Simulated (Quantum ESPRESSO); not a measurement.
Kohn-Sham bands of LiBr (rock salt)

```
CELL_PARAMETERS angstrom
      0.00000     2.72269     2.72269
      2.72269     0.00000     2.72269
      2.72269     2.72269     0.00000
ATOMIC_POSITIONS crystal
  Li 0.00000 0.00000 0.00000
  Br 0.50000 0.50000 0.50000
```

Materials Project entry mp-23259; symmetrised, unrelaxed at this level. COD (Crystallography Open Database) has an entry of this formula and space group (matched by these alone). Method: PBEsol plane waves in Quantum ESPRESSO 7.5 (PseudoDojo norm-conserving files, 60 Ry, no spin polarisation, no spin-orbit coupling), Bloch states on a 10×10×10 mesh through Γ, Wannier90 4.0.1. Density: 10×10×10 mesh, cold smearing 0.01 Ry. Spin-orbit coupling, left out, would split the p-like bands by a few tenths of an eV.

Energies are relative to the valence-band maximum; weights are on the orthonormalised atomic waves of the pseudopotential files, averaged over the group. 10 electrons a cell are treated as valence.

Into which isolated groups do the bands fall, where do they lie and what are they made of?


| bands | from (eV) | to (eV) | filling | weight on atomic waves |
|---|---|---|---|---|
| 1 | -43.66 | -43.66 | filled | Li 1s 100 % |
| 2 | -13.57 | -12.85 | filled | Br 4s 92 %, Li 2s 8 % |
| 3–5 | -3.08 | 0.00 | filled | Br 4p 95 % |

The Kohn-Sham gap over both meshes and the path is 4.90 eV.
